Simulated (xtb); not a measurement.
xtb single point, GFN2-xTB, ALPB implicit chloroform, on silylphosphine, SiPH5 (SMILES [SiH3]P), charge 0, multiplicity 1.

```
xtb m.xyz --gfn 2 --chrg 0 --uhf 0 --norestart --sp --alpb chcl3

7

Si    -0.963699    -0.011265    -0.397565
P      1.171148    -0.011294    -1.059494
H     -1.585336    -1.203206    -0.970546
H     -1.578056     1.203206    -0.928816
H     -1.115472    -0.037205     1.059494
H      1.585336    -1.007366    -0.194462
H      1.577700     0.988365    -0.195170
```

The program's output:

```

          ...................................................
          :                      SETUP                      :
          :.................................................:
          :  # basis functions                  25          :
          :  # atomic orbitals                  23          :
          :  # shells                           11          :
          :  # electrons                        14          :
          :  max. iterations                   250          :
          :  Hamiltonian                  GFN2-xTB          :
          :  restarted?                      false          :
          :  GBSA solvation                   true          :
          :  PC potential                    false          :
          :  electronic temp.          300.0000000     K    :
          :  accuracy                    1.0000000          :
          :  -> integral cutoff          0.2500000E+02      :
          :  -> integral neglect         0.1000000E-07      :
          :  -> SCF convergence          0.1000000E-05 Eh   :
          :  -> wf. convergence          0.1000000E-03 e    :
          :  Broyden damping             0.4000000          :
          :  net charge                          0          :
          :  unpaired electrons                  0          :
          ...................................................

 iter      E             dE          RMSdq      gap      omega  full diag
   1     -6.7514573 -0.675146E+01  0.857E+00    4.74       0.0  T
   2     -6.8471874 -0.957301E-01  0.274E+00    4.71       1.0  T
   3     -6.8483649 -0.117755E-02  0.205E+00    4.79       1.0  T
   4     -6.8488592 -0.494220E-03  0.952E-01    4.78       1.0  T
   5     -6.8487478  0.111322E-03  0.893E-01    4.78       1.0  T
   6     -6.8490451 -0.297233E-03  0.261E-01    4.78       1.0  T
   7     -6.8490739 -0.288385E-04  0.109E-01    4.78       1.0  T
   8     -6.8490772 -0.331678E-05  0.363E-02    4.78       1.0  T
   9     -6.8490777 -0.453258E-06  0.231E-02    4.78       1.6  T
  10     -6.8490785 -0.827927E-06  0.614E-03    4.78       6.2  T
  11     -6.8490785 -0.276307E-07  0.267E-03    4.78      14.1  T
  12     -6.8490785 -0.871868E-08  0.604E-04    4.78      62.5  T
  13     -6.8490785 -0.487558E-09  0.167E-04    4.78     225.9  T

   *** convergence criteria satisfied after 13 iterations ***

         #    Occupation            Energy/Eh            Energy/eV
      -------------------------------------------------------------
         1        2.0000           -0.7370109             -20.0551
         2        2.0000           -0.6359730             -17.3057
         3        2.0000           -0.4743408             -12.9075
         4        2.0000           -0.4509035             -12.2697
         5        2.0000           -0.4384620             -11.9312
         6        2.0000           -0.4320928             -11.7578
         7        2.0000           -0.3874869             -10.5441 (HOMO)
         8                         -0.2119105              -5.7664 (LUMO)
         9                         -0.2109372              -5.7399
        10                         -0.1905764              -5.1858
        11                         -0.1883646              -5.1257
        12                         -0.1452139              -3.9515
       ...                                ...                  ...
        23                          0.9709368              26.4205
      -------------------------------------------------------------
                  HL-Gap            0.1755765 Eh            4.7777 eV
             Fermi-level           -0.2996987 Eh           -8.1552 eV


         :::::::::::::::::::::::::::::::::::::::::::::::::::::
         ::                     SUMMARY                     ::
         :::::::::::::::::::::::::::::::::::::::::::::::::::::
         :: total energy              -6.793364745406 Eh    ::
         :: total w/o Gsasa/hb        -6.790061477753 Eh    ::
         :: gradient norm              0.004867327180 Eh/a0 ::
         :: HOMO-LUMO gap              4.777678795638 eV    ::
         ::.................................................::
         :: SCC energy                -6.849077836996 Eh    ::
         :: -> isotropic ES            0.017618369106 Eh    ::
         :: -> anisotropic ES         -0.002257665835 Eh    ::
         :: -> anisotropic XC          0.002567298041 Eh    ::
         :: -> dispersion             -0.003319353689 Eh    ::
         :: -> Gsolv                  -0.006021215738 Eh    ::
         ::    -> Gelec               -0.002717948085 Eh    ::
         ::    -> Gsasa               -0.007194286897 Eh    ::
         ::    -> Ghb                  0.000000000000 Eh    ::
         ::    -> Gshift               0.003891019244 Eh    ::
         :: repulsion energy           0.055713091590 Eh    ::
         :: add. restraining           0.000000000000 Eh    ::
         :: total charge              -0.000000000000 e     ::
[... lines cut ...]
         6        2.0000           -0.4320928             -11.7578
         7        2.0000           -0.3874869             -10.5441 (HOMO)
         8                         -0.2119105              -5.7664 (LUMO)
         9                         -0.2109372              -5.7399
        10                         -0.1905764              -5.1858
        11                         -0.1883646              -5.1257
        12                         -0.1452139              -3.9515
        13                         -0.0919743              -2.5027
        14                         -0.0915073              -2.4900
        15                         -0.0327788              -0.8920
        16                          0.0589730               1.6047
        17                          0.0640632               1.7432
        18                          0.2849485               7.7538
       ...                                ...                  ...
        23                          0.9709368              26.4205
      -------------------------------------------------------------
                  HL-Gap            0.1755765 Eh            4.7777 eV
             Fermi-level           -0.2996987 Eh           -8.1552 eV

     #   Z          covCN         q      C6AA      α(0)
     1  14 Si       3.684     0.474    97.898    18.955
     2  15 P        2.883    -0.342   176.515    23.874
     3   1 H        0.919    -0.063     4.429     3.291
     4   1 H        0.919    -0.062     4.410     3.285
     5   1 H        0.918    -0.047     4.021     3.136
     6   1 H        0.977     0.020     2.722     2.578
     7   1 H        0.977     0.020     2.729     2.581

 Mol. C6AA /au·bohr⁶  :       1062.156031
 Mol. C8AA /au·bohr⁸  :      46284.752112
 Mol. α(0) /au        :         57.700195

Wiberg/Mayer (AO) data.
largest (>0.10) Wiberg bond orders for each atom

 ---------------------------------------------------------------------------
     #   Z sym  total        # sym  WBO       # sym  WBO       # sym  WBO
 ---------------------------------------------------------------------------
     1  14 Si   3.602 --     2 P    0.932     3 H    0.883     4 H    0.883
                             5 H    0.883
     2  15 P    3.050 --     7 H    0.985     6 H    0.984     1 Si   0.932
     3   1 H    0.996 --     1 Si   0.883
     4   1 H    0.996 --     1 Si   0.883
     5   1 H    0.998 --     1 Si   0.883
     6   1 H    1.000 --     2 P    0.984
     7   1 H    1.000 --     2 P    0.985
 ---------------------------------------------------------------------------


molecular dipole:
                 x           y           z       tot (Debye)
 q only:       -1.027       0.000       0.444
   full:       -0.533       0.002       0.556       1.959
molecular quadrupole (traceless):
                xx          xy          yy          xz          yz          zz
 q only:        0.024       0.024       0.875       2.467      -0.021      -0.900
  q+dip:       -1.659      -0.008       2.275       3.220      -0.026      -0.617
   full:       -0.873      -0.003       2.508       3.729      -0.028      -1.635

           -------------------------------------------------
          | TOTAL ENERGY               -6.793364745406 Eh   |
          | GRADIENT NORM               0.004867327180 Eh/α |
          | HOMO-LUMO GAP               4.777678795638 eV   |
           -------------------------------------------------
```

The total energy is -184.86 eV, -0.14 eV from the same level's vacuum run.
